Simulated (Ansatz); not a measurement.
Computed with DFT PBE, scalar-relativistic, plane waves, PAW in Ansatz 0.2.0. All cells share a 420 eV cutoff and Γ-centred k meshes spaced at most about 0.3 Å⁻¹ (about 0.25 or finer for metals, 2π included). No spin polarisation in the final relaxations.

All energies are static (0 K, no zero-point motion). All come from trial cells, and lower structures may exist.

Question: These unrelaxed guesses for NaS3 are each relaxed within their symmetry. Order them by the energy at which they end, lowest first.
A.

```xyz
4
Lattice="0.0000 3.4416 3.4416 3.4416 0.0000 3.4416 3.4416 3.4416 0.0000" Properties=species:S:1:pos:R:3 pbc="T T T"
Na    0.0000    0.0000    0.0000
S     3.4416    3.4416    3.4416
S     1.7208    1.7208    1.7208
S     5.1624    5.1624    5.1624
```

B.

```xyz
4
Lattice="4.9209 0.0000 0.0000 -2.4605 4.2616 0.0000 0.0000 0.0000 4.7300" Properties=species:S:1:pos:R:3 pbc="T T T"
Na    0.0000    0.0000    2.3650
S     2.4605    0.0000    2.3650
S    -1.2302    2.1308    2.3650
S     1.2302    2.1308    2.3650
```

Answer: B (ends in P6/mmm, 0 meV/atom), A (ends in Fm-3m, BiF3 (D0_3) type, 251 meV/atom). Even the lowest end lies +0.23 eV/atom against the elements.

In P6/mmm, Fm-3m an odd number of electrons in the primitive cell allows no gap without spin; a larger cell or a magnetic state could open one. A magnetic state wasn't ruled out in cells without spin, among them P6/mmm, Fm-3m. Cells relaxed within their symmetry can be saddle points. Some structure types and database cells were kept out of the candidates from the start, so a known form may be missing.
